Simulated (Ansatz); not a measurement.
SbPd₃: a phonon run with k mesh shifted by half a step

These are results of Ansatz 0.2.0, DFT PBEsol, scalar-relativistic, plane waves, PAW, not measurements.

Launched with:
```bash
ansatz run input.yaml --threads 1 --pin off --max-ram 2560MiB --backend cpu --events-out ev --progress --plain --runs-dir out
```

Input (bare energies are in eV):
```yaml
crystal:
  lattice:
    - [0.0, 3.170635576, 3.170635576]
    - [3.170635576, 0.0, 3.170635576]
    - [3.170635576, 3.170635576, 0.0]
  atoms:
    - { symbol: Sb, position: [0.5, 0.5, 0.5] }
    - { symbol: Pd, position: [0.75, 0.75, 0.75] }
    - { symbol: Pd, position: [0.25, 0.25, 0.25] }
    - { symbol: Pd, position: [0.0, 0.0, 0.0] }
basis:
  ecutwfc: 420
kpoints:
  mp_grid: { grid: [12, 12, 12], shift: [0.5, 0.5, 0.5] }
hamiltonian:
  xc: pbesol
scf:
  occupations: { method: fermi_dirac, width: 0.15 }
output:
  eigenvalues: true
phonons:
  method: dfpt
```

From the output:
```
--- Phonons (Γ-DFPT): 3 representative perturbations + reference, on 468 of 1728 k-points (Σ response iterations 25) ---
  k mesh reduced under 2 symmetry operations, with k and −k counted as one. Each operation leaves every solved perturbation unchanged. A smaller set is not used because it would not reduce the number of displacements ...
  ASR residual: 2.337e-4 → 0.000e0 eV/Å²; symmetrization residual: 9.759e-5 eV/Å²
  The mean over the crystal's operations that its state keeps, some of which do not keep the k mesh, moved the zone centre's force constants by up to 4.688e-3 eV/Å²
  ASR residual per site (eV/Å²): 1.96e-4 2.34e-4 2.34e-4 1.60e-4
  Γ frequencies (cm⁻¹): 0.00 0.00 0.00 130.21 130.21 130.21 132.01 132.01 132.01 183.69 183.69 183.69
  non-analytic LO–TO correction: not included (Born effective charges unavailable; polar crystals: no LO–TO splitting at Γ)
```

It took 11 min on 1 thread of Intel(R) Xeon(R) Platinum 8488C (Sapphire Rapids), on a shared host, peak memory 1.7 GiB.

Beside the reference run (Plane waves to 420 eV; Γ-centred k mesh 12×12×12; Fermi-Dirac smearing of 0.15 eV. No spin polarisation. Phonons by linear response, acoustic sum rule imposed.), the optical modes at Γ (cm⁻¹, by rank, those that always equal the one before left out, no LO field; i marks imaginary):
| setting | mode 1 | mode 4 | mode 7 |
| --- | --- | --- | --- |
| reference run | 130 | 132 | 184 |
| k mesh shifted by half a step | 130 | 132 | 184 |

In a metal, frequencies and elastic constants depend on the k mesh and the smearing, soft modes and shear constants most.